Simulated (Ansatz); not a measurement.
HgPd (P4/mmm), a film clamped to a substrate

Method: DFT PBEsol, scalar-relativistic, plane waves, PAW (Ansatz 0.2.0). Settings: plane waves to 420 eV, k-mesh 16×16×14 (Γ-centred), Gaussian smearing 0.15 eV. Spin–orbit coupling is left out, which can shift energies with elements as heavy as these. No spin polarisation. Energies are free energies at this smearing, counted from the undisturbed cell; pressure is positive in compression.

Zero of the scan (as given, not relaxed at this level; it stands at 0.0 GPa, and it needn't be the usual structure):

```xyz
2
Lattice="3.0300 0.0000 0.0000 0.0000 3.0300 0.0000 0.0000 0.0000 3.6920" Properties=species:S:1:pos:R:3 pbc="T T T"
Hg    0.0000    0.0000    0.0000
Pd    1.5150    1.5150    1.8460
```

The cell (2 atoms, V0 = 33.89 Å³) is strained by p along both x and y and by q along z, fractional coordinates fixed. τp = (1/V0) ∂E/∂p = (σxx + σyy)(1 + p)(1 + q) and τq = (1/V0) ∂E/∂q = σzz(1 + p)², with tension positive.

| p | q | ΔE (meV/atom) | τp (GPa) | τq (GPa) |
| --- | --- | --- | --- | --- |
| 0.000 | 0.000 | 0.00 | 0.35 | -0.48 |
| -0.015 | 0.000 | 7.04 | -9.50 | -4.81 |
| 0.015 | 0.000 | 7.35 | 8.67 | 3.44 |
| 0.000 | -0.015 | 2.80 | -3.99 | -3.07 |
| 0.000 | 0.015 | 1.21 | 4.25 | 1.99 |

Q: Get the second derivatives of the energy density.

A: Central differences give A = ∂τp/∂p = 606 GPa (C11 + C22 + 2 C12), C = ∂τq/∂q = 169 GPa (C33) and the cross term B = ∂τq/∂p = 275 GPa (C13 + C23); ∂τp/∂q = 275 GPa must equal B, and any difference shows higher-order terms. The ions are clamped.

Q: A film of this crystal grows with z along the normal on a substrate that imposes p. How does its thickness respond, and what does the misfit cost?

A: Count p and q from the stress-free cell. A free surface needs τq = 0, so q = −(B/C) p = -1.63 p. The energy density left is (A − B²/C) p²/2 = M p², with the biaxial modulus M = 79 GPa (a small difference of large numbers, so errors of a few per cent in A, B and C become tens of per cent in M); a misfit of 1 % costs 0.83 meV/atom, against 3.20 meV/atom if the thickness were held.

In a metal these slopes depend on the k mesh and the smearing.